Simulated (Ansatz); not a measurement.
# Sr2VWO6 single point

Input file of Ansatz 0.2.0:

```yaml
crystal:
  lattice:
    - [0.0, 3.961631, 3.961631]
    - [3.961631, 0.0, 3.961631]
    - [3.961631, 3.961631, 0.0]
  atoms:
    - { symbol: W, position: [0.0, 0.0, 0.0] }
    - { symbol: Sr, position: [0.25, 0.25, 0.25] }
    - { symbol: Sr, position: [0.75, 0.75, 0.75] }
    - { symbol: O, position: [0.75, 0.25, 0.25] }
    - { symbol: O, position: [0.25, 0.75, 0.25] }
    - { symbol: O, position: [0.25, 0.75, 0.75] }
    - { symbol: O, position: [0.75, 0.25, 0.75] }
    - { symbol: O, position: [0.25, 0.25, 0.75] }
    - { symbol: O, position: [0.75, 0.75, 0.25] }
    - { symbol: V, position: [0.5, 0.5, 0.5] }
  symmetry: { tolerance: 0.0003 }
kpoints:
  mp_grid: { grid: [6, 6, 6], shift: [0, 0, 0] }
  band_path:
    path:
      - [0.375, 0.375, 0.75]
      - [0.0, 0.0, 0.0]
      - [0.5, 0.5, 0.5]
      - [0.5, 0.25, 0.75]
      - [0.5, 0.0, 0.5]
    npoints: 13
magnetization:
  spin_polarized: false
scf:
  occupations: { method: cold, width: 0.0366 }
  lower_state_search: "off"
  max_iter: 200
hamiltonian:
  pseudopotentials: { kind: paw }
  xc: pbe
  hubbard:
    projectors: all-electron-ortho-atomic
    sites:
      - { species: V, l: d, u_eff: 4.37 }
      - { species: W, l: d, u_eff: 3.09 }
basis:
  ecutwfc: 420
  fft_grid_basis: typed
output:
  forces: true
  stress: true
  eigenvalues: true
  bader: true
  populations: true
  elf: true
  write_potential: true
  volumetric_format: npy
  dos:
    e_range: [-12, 8]
    de: 0.05
    projected: { site_lists: { O: [O], Sr: [Sr], V: [V], W: [W] } }
checkpoint:
  read: saved_state
```

The run starts from an earlier solution of this cell. 

Parts of the output:

```
Free energy (F): -23792.9090 eV
Harris-Foulkes:  -23792.9090 eV  (|F-HF|=4.32e-8)
Internal energy: -23792.9075 eV  (E = F + TS)
E sigma→0 (E₀):  -23792.9085 eV
Entropy (-TS):   -0.0015 eV (-0.152 meV/atom)
Fermi energy:    13.2255 eV
--- Forces (eV/Å), atoms counted from 1 ---
  atom   1  W      0.0000     0.0000     0.0000
  atom   2  Sr     0.0000     0.0000     0.0000
  atom   3  Sr     0.0000     0.0000     0.0000
  atom   4  O     -0.1558     0.0000     0.0000
  atom   5  O      0.0000    -0.1558     0.0000
  atom   6  O      0.1558     0.0000     0.0000
  atom   7  O      0.0000     0.1558     0.0000
  atom   8  O      0.0000     0.0000    -0.1558
  atom   9  O      0.0000     0.0000     0.1558
  atom  10  V      0.0000     0.0000     0.0000
--- Stress (GPa, compression-positive) ---
       -1.8208       0.0000       0.0000
        0.0000      -1.8208       0.0000
        0.0000       0.0000      -1.8208
  P = ⅓ Tr σ = -1.8208 GPa (-18.208 kbar)
--- Bader charges: 10 sites ---
  site symbol  charge [e]  shift [e]
     0      W      2.5994     0.0023
     1     Sr      1.5976     0.0000
     2     Sr      1.5976     0.0000
     3      O     -1.2888     0.0005
     4      O     -1.2888     0.0005
     5      O     -1.2887     0.0005
     6      O     -1.2887     0.0005
     7      O     -1.2888     0.0005
     8      O     -1.2887     0.0005
     9      V      1.9379     0.0009
```

Origin: a known structure type with other elements, at an estimated volume, so it need not be a known compound. Caveats: no spin polarisation, so a magnetic state may lie lower.
